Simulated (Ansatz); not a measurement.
**ZnS: zone-centre modes**

Method: DFT r2SCAN, scalar-relativistic, plane waves, PAW (Ansatz 0.2.0). The runs took a 500 eV cutoff, a Γ-centred 6×6×2 mesh and Gaussian smearing (0.05 eV). No spin polarisation.

Reference structure (relaxed at this level):

```
Zn S
1.0
     3.80672    0.00000    0.00000
    -1.90336    3.29672    0.00000
     0.00000    0.00000   12.49147
Zn S
4 4
Direct
  0.33333 0.66667 0.00269
  0.33333 0.66667 0.50269
  0.66667 0.33333 0.25269
  0.66667 0.33333 0.75269
  0.33333 0.66667 0.18981
  0.33333 0.66667 0.68981
  0.66667 0.33333 0.43981
  0.66667 0.33333 0.93981
```

Harmonic modes by finite displacements of 0.02 Å, without the LO–TO term. The cell doubles the primitive one, so its zone centre also holds the primitive cell's point q = (0, 0, 1/2).

(1) At this geometry, is the structure stable against these modes?

(2) List the wavenumbers in cm⁻¹.

Results:

(1) Yes: no mode is imaginary beyond 10 cm⁻¹, and only the three translations lie near zero.

(2) 0, 0, 0, 58, 58, 58, 58, 72, 72, 143, 143, 196, 271, 275, 275, 278, 278, 278, 278, 282, 282, 339, 340, 340.

Cost: 1 run of about 3.7 core-minutes, on Arm Neoverse V2 (shared hosts).